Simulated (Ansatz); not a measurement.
Steps from a short run of molecular dynamics on a 1×1×1 supercell (4 atoms) of Si3C (ordering on diamond), relaxed with r2SCAN; forces from PBEsol in the plane-wave code Ansatz, 4×4×4 mesh, Fermi-Dirac smearing of 0.069 eV, Langevin thermostat and barostat (NPT), set at 800 K. Spin polarisation is off, nuclei are classical, and the run is far too short for thermal averages. The structure comes from a prototype and may be hypothetical.

Task: At 4 fs the positions in Å are
```
cell (Å): 1.699 0.981 5.871; -1.699 0.981 5.871; 0.000 -1.961 5.871
C    1.690   1.028   5.862
Si   0.006  -0.021   8.723
Si  -0.006   0.018   6.434
Si   0.009  -0.012  15.674
```
What are the forces, and how far does the free energy (smearing included) lie above that of step 0, with the atoms on their sites?

Result: 7.1 meV an atom; forces in eV/Å:
```
cell (Å), as above: 1.699 0.981 5.871; -1.699 0.981 5.871; 0.000 -1.961 5.871
C    0.039  -0.332   0.006
Si   0.043   0.120   0.217
Si  -0.016   0.254  -1.001
Si  -0.067  -0.042   0.778
```

Task: At 28 fs the positions in Å are
```
cell (Å): 1.688 0.975 5.835; -1.688 0.975 5.835; 0.000 -1.949 5.835
C    1.711   1.115   5.845
Si   0.022  -0.109   8.611
Si  -0.007   0.197   6.359
Si   0.052  -0.127  15.589
```
What are the forces, and how far does the free energy (smearing included) lie above that of step 0, with the atoms on their sites?

Result: 24.9 meV an atom; forces in eV/Å:
```
cell (Å), as above: 1.688 0.975 5.835; -1.688 0.975 5.835; 0.000 -1.949 5.835
C   -0.311   0.223  -0.566
Si   0.346  -0.252   0.940
Si   0.348  -0.555  -0.658
Si  -0.382   0.584   0.284
```

Task: At 32 fs the positions in Å are
```
cell (Å): 1.685 0.973 5.825; -1.685 0.973 5.825; 0.000 -1.946 5.825
C    1.701   1.126   5.817
Si   0.031  -0.117   8.610
Si   0.003   0.221   6.310
Si   0.064  -0.147  15.583
```
What are the forces, and how far does the free energy (smearing included) lie above that of step 0, with the atoms on their sites?

Result: 23.0 meV an atom; forces in eV/Å:
```
cell (Å), as above: 1.685 0.973 5.825; -1.685 0.973 5.825; 0.000 -1.946 5.825
C   -0.128   0.351  -0.294
Si   0.373  -0.347   0.404
Si   0.173  -0.732   0.055
Si  -0.418   0.728  -0.165
```

Task: At 48 fs the positions in Å are
```
cell (Å): 1.675 0.967 5.789; -1.675 0.967 5.789; 0.000 -1.934 5.789
C    1.610   1.214   5.663
Si   0.063  -0.125   8.583
Si   0.032   0.230   6.191
Si   0.090  -0.168  15.506
```
What are the forces, and how far does the free energy (smearing included) lie above that of step 0, with the atoms on their sites?

Result: 75.9 meV an atom; forces in eV/Å:
```
cell (Å), as above: 1.675 0.967 5.789; -1.675 0.967 5.789; 0.000 -1.934 5.789
C    0.809  -0.083   1.818
Si   0.328  -0.493  -0.929
Si  -0.864  -0.144   0.769
Si  -0.274   0.721  -1.658
```

Task: At 56 fs the positions in Å are
```
cell (Å): 1.671 0.965 5.775; -1.671 0.965 5.775; 0.000 -1.930 5.775
C    1.630   1.270   5.669
Si   0.075  -0.133   8.543
Si   0.021   0.230   6.180
Si   0.078  -0.146  15.431
```
What are the forces, and how far does the free energy (smearing included) lie above that of step 0, with the atoms on their sites?

Result: 56.5 meV an atom; forces in eV/Å:
```
cell (Å), as above: 1.671 0.965 5.775; -1.671 0.965 5.775; 0.000 -1.930 5.775
C    0.514  -1.200   0.636
Si   0.027  -0.075  -0.949
Si  -0.459   0.676   0.653
Si  -0.082   0.599  -0.341
```

Task: At 76 fs the positions in Å are
```
cell (Å): 1.663 0.960 5.749; -1.663 0.960 5.749; 0.000 -1.920 5.749
C    1.703   1.157   5.634
Si   0.040  -0.075   8.376
Si  -0.050   0.299   6.191
Si   0.023  -0.052  15.247
```
What are the forces, and how far does the free energy (smearing included) lie above that of step 0, with the atoms on their sites?

Result: 63.8 meV an atom; forces in eV/Å:
```
cell (Å), as above: 1.663 0.960 5.749; -1.663 0.960 5.749; 0.000 -1.920 5.749
C   -1.253   0.820  -0.160
Si  -0.260   0.193   0.869
Si   1.252  -1.010  -1.276
Si   0.261  -0.002   0.567
```
